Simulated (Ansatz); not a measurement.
BiTe (Fm-3m), a sublattice moved along a line

These are results of DFT PBE, scalar-relativistic, plane waves, PAW in Ansatz 0.2.0, not measurements. Cutoff 420 eV, Γ-centred 14×14×14 k-points, Gaussian smearing of 0.15 eV. Spin–orbit coupling is left out, which can shift energies with elements as heavy as these. No spin polarisation. Energies are free energies at this smearing, counted from the undisturbed cell; pressure is positive in compression.

The undisturbed cell (as given, not relaxed at this level; it stands at 0.8 GPa, and it needn't be the usual structure):

```xyz
2
Lattice="0.0000 3.2350 3.2350 3.2350 0.0000 3.2350 3.2350 3.2350 0.0000" Properties=species:S:1:pos:R:3 pbc="T T T"
Bi    0.0000    0.0000    0.0000
Te    3.2350    3.2350    3.2350
```

Every Bi atom is moved by x along the Cartesian unit vector (0.000, 0.000, -1.000); the cell and all other atoms stay fixed. The cell is metallic on the mesh throughout.

| x (Å) | ΔE (meV/cell) |
| --- | --- |
| -0.2000 | 51.7 |
| -0.1000 | 12.5 |
| 0.0000 | 0.0 |
| 0.0250 | 0.8 |
| 0.0500 | 3.1 |
| 0.0750 | 7.0 |
| 0.1250 | 19.6 |
| 0.1500 | 28.5 |
| 0.1750 | 39.1 |

**Question.** Predict the pressure (GPa) at each point.

**Answer.**
```
  x (Å) pressure (GPa)
-0.2000             1.5
-0.1000             0.9
 0.0000             0.8
 0.0250             0.8
 0.0500             0.8
 0.0750             0.9
 0.1250             1.0
 0.1500             1.2
 0.1750             1.3
```